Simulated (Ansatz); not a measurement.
Pt:
```cif
data_Pt
_chemical_formula_sum 'Pt1'
_space_group_name_H-M_alt 'P 1'
_space_group_IT_number 1
_cell_length_a 2.75321
_cell_length_b 2.75321
_cell_length_c 2.75321
_cell_angle_alpha 60.000
_cell_angle_beta 60.000
_cell_angle_gamma 60.000
loop_
_space_group_symop_operation_xyz
  'x, y, z'
loop_
_atom_site_label
_atom_site_type_symbol
_atom_site_fract_x
_atom_site_fract_y
_atom_site_fract_z
_atom_site_occupancy
Pt1 Pt 0.00000 0.00000 0.00000 1
```

Relaxed with LDA.

**Question.** Which orbitals make up the states near the Fermi level in LDA (plane waves, PAW; program Ansatz)?

**Answer.** Within 0.5 eV of the Fermi level: Pt 5d 96 %. Projections are on Löwdin-orthogonalised atomic valence shells; empty p or d shells of many metals are not among them.

**Question.** Tabulate the density of states.

**Answer.** States/eV per cell of 1 atom, in 0.25 eV bins, energy from the Fermi level.

```csv
E (eV),total,Pt 5d,Pt 6s
-7.85,0.22,0.05,0.16
-7.60,0.41,0.18,0.22
-7.35,0.58,0.32,0.24
-7.10,0.84,0.56,0.27
-6.85,1.10,0.81,0.27
-6.60,1.38,1.13,0.23
-6.35,1.35,1.18,0.16
-6.10,1.25,1.12,0.11
-5.85,1.19,1.10,0.07
-5.60,0.90,0.85,0.03
-5.35,1.03,1.00,0.02
-5.10,1.28,1.23,0.03
-4.85,1.29,1.23,0.04
-4.60,1.37,1.29,0.06
-4.35,1.47,1.37,0.07
-4.10,1.60,1.48,0.09
-3.85,1.86,1.71,0.10
-3.60,2.32,2.18,0.10
-3.35,1.52,1.42,0.07
-3.10,1.23,1.11,0.07
-2.85,1.10,1.01,0.05
-2.60,1.05,0.97,0.05
-2.35,1.29,1.21,0.05
-2.10,1.52,1.43,0.05
-1.85,1.27,1.19,0.04
-1.60,1.18,1.12,0.04
-1.35,1.07,1.02,0.03
-1.10,1.05,1.00,0.03
-0.85,1.05,1.00,0.03
-0.60,1.16,1.12,0.03
-0.35,1.43,1.37,0.04
-0.10,1.96,1.90,0.04
0.15,1.42,1.36,0.05
0.40,0.80,0.73,0.06
0.65,0.27,0.19,0.06
0.90,0.27,0.17,0.07
1.15,0.27,0.15,0.08
1.40,0.27,0.14,0.09
1.65,0.27,0.13,0.09
1.90,0.28,0.12,0.10
2.15,0.28,0.11,0.10
2.40,0.27,0.10,0.10
2.65,0.27,0.09,0.11
2.90,0.27,0.08,0.11
3.15,0.26,0.07,0.11
3.40,0.26,0.06,0.11
3.65,0.25,0.05,0.11
3.90,0.25,0.04,0.10
4.15,0.24,0.04,0.10
4.40,0.23,0.03,0.10
4.65,0.22,0.03,0.10
```

Space group Fm-3m (fcc (Cu type)). The cell was relaxed with LDA under the symmetry of its start. No spin polarisation was allowed. Scalar-relativistic: spin–orbit coupling is off unless named, which matters more the heavier the elements.

Potentials: the earlier of the program's two PAW sets. The files were generated under PBE; for other functionals the program regenerates the frozen cores, and for LDA and PBEsol the local potential too.
